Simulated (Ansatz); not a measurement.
The cell is an ordered 6-atom cell of InGa2P3 on the zincblende lattice (Imm2); cell and atoms were relaxed with r2SCAN. Space group Imm2 (No. 44), orthorhombic; conventional cell a = 3.949 Å, b = 11.875 Å, c = 5.618 Å, 21.95 Å³ an atom. Ga is surrounded by 4 P at 2.36–2.38 Å; P is surrounded by 3 Ga at 2.36–2.38 Å and 1 In at 2.55 Å; In is surrounded by 4 P at 2.52–2.55 Å; P is surrounded by 2 Ga at 2.36 Å and 2 In at 2.52 Å.

```
CELL_PARAMETERS angstrom
-1.97457 5.93740 2.80894
1.97457 -5.93740 2.80894
1.97457 5.93740 -2.80894
ATOMIC_POSITIONS crystal
Ga 0.66966 0.00054 0.66913
P 0.43882 0.26337 0.17545
Ga 0.33141 0.00054 0.33087
P 0.08792 0.26337 0.82455
In 0.00092 0.00092 0.00000
P 0.72127 0.22127 0.50000
```

4 runs of the plane-wave code Ansatz on this cell differ in the functional (and in the settings that go with it). Levels are in eV from each run's valence top; v1 is the last filled band, c1 the first empty one.

Run A, mean stress +0.1 GPa (compression positive):

| point | v2 | v1 | c1 | c2 |
| --- | --- | --- | --- | --- |
| Γ | -0.06 | 0.00 | 2.76 | 3.54 |
| X | -0.80 | -0.31 | 2.87 | 3.31 |
| F₀ | -2.46 | -1.53 | 3.14 | 3.36 |
| Λ₀ | -0.95 | -0.73 | 3.05 | 3.12 |

Run B, mean stress +2.2 GPa (compression positive):

| point | v2 | v1 | c1 | c2 |
| --- | --- | --- | --- | --- |
| Γ | -0.08 | 0.00 | 1.22 | 2.09 |
| X | -0.73 | -0.28 | 1.55 | 1.88 |
| F₀ | -2.25 | -1.41 | 1.80 | 2.01 |
| Λ₀ | -0.91 | -0.65 | 1.62 | 1.65 |

Run C, mean stress 0.0 GPa (compression positive):

| point | v2 | v1 | c1 | c2 |
| --- | --- | --- | --- | --- |
| Γ | -0.09 | 0.00 | 1.70 | 2.37 |
| X | -0.77 | -0.29 | 1.80 | 2.14 |
| F₀ | -2.34 | -1.47 | 2.05 | 2.27 |
| Λ₀ | -0.94 | -0.68 | 1.92 | 2.00 |

Run D, mean stress +0.3 GPa (compression positive):

| point | v2 | v1 | c1 | c2 |
| --- | --- | --- | --- | --- |
| Γ | -0.07 | 0.00 | 2.11 | 2.85 |
| X | -0.79 | -0.30 | 2.20 | 2.62 |
| F₀ | -2.43 | -1.51 | 2.48 | 2.69 |
| Λ₀ | -0.96 | -0.71 | 2.39 | 2.47 |

Question: Match the runs to PBE, r2SCAN, HSE06, PBE0.

Answer: A is PBE0, B is PBE, C is r2SCAN, D is HSE06. In order of the gap: PBE 1.22, r2SCAN 1.70, HSE06 2.11, PBE0 2.76 eV.

These are computed values for a spin-unpolarised cell that may be hypothetical; none is a measurement.

No spin-orbit coupling is included; it can move band edges with weight on the heavy atoms by tenths of an eV.

The program warns that its thresholds are loose for a hybrid's stress.
